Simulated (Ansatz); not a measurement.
Data:

MoS2:
```xyz
3
Lattice="3.1722 0.0000 0.0000 -1.5861 2.7472 0.0000 0.0000 0.0000 6.8686" Properties=species:S:1:pos:R:3 pbc="T T T"
Mo     0.0000     0.0000     0.0000
S      0.0000     1.8315     1.5543
S      0.0000     1.8315     5.3143
```

This is the r²SCAN+D4-relaxed structure. Tensor components refer to the Cartesian frame of this cell.

### Question
All from r²SCAN+D4 in the plane-wave PAW code Ansatz, unless another level is named. Predict the highest zone-centre frequency (without LO–TO term).

### Answer
472 cm^-1.

### Question
What about the piezoelectric stress constants (proper, relaxed ions, C/m²)?

### Answer
e16 = e21 = 0.48, e22 = -0.48.

### Question
Next, the elastic constants (relaxed ions, GPa)?

### Answer
C11 = 209, C12 = 53.3, C13 = 3.6, C33 = 28.1, C44 = -6.0.

Space group P-6m2. The workflow started from a Materials Project entry (that database holds measured and hypothetical structures alike); the Crystallography Open Database copy checked does not list it. It is not the phase usual at ambient conditions (space group No. 160, 194). The cell keeps a stress of up to 0.2 GPa. The cell was relaxed with r²SCAN+D4 under the symmetry of its start. At this level the phase is mechanically unstable. No spin polarisation was allowed.

Potentials: the later of the program's two PAW sets.
